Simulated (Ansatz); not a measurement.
Si$_{2}$W:
Space group I4/mmm (No. 139); a = b = 3.212 Å, c = 7.807 Å, α = β = γ = 90.00°

| atom | site | symmetry | x | y | z |
|---|---|---|---|---|---|
| Si | 4e | 4mm | 0.0000 | 0.0000 | 0.3348 |
| W | 2a | 4/mmm | 0.0000 | 0.0000 | 0.0000 |
(The calculation used a cell of 3 atoms; values per cell refer to that cell.)

Relaxed at zero pressure with the program Ansatz at the r²SCAN level (PAW).

Problem. The volume is raised by 9 % and shape and atoms relax at that volume. What pressure results, and how do the axes share the change?

Solution. -16.6 GPa; a 3.1 %, b 3.1 %, c 2.5 %; the energy rises by 68 meV/atom.

Problem. Give the new structure.

Solution. 
Space group I4/mmm (No. 139); a = b = 3.313 Å, c = 7.998 Å, α = β = γ = 90.00°

```csv
atom,site,symmetry,x,y,z
Si,4e,4mm,0.0000,0.0000,0.3365
W,2a,4/mmm,0.0000,0.0000,0.0000
```

The phase is kept; no other phase was compared at this pressure.

The cell was relaxed with r²SCAN under the symmetry of its start; of distortions, only those at the zone centre were tested. The run is not spin-polarised. Scalar-relativistic: spin–orbit coupling is off unless named, which matters more the heavier the elements.

Potentials: the earlier of the program's two PAW sets.
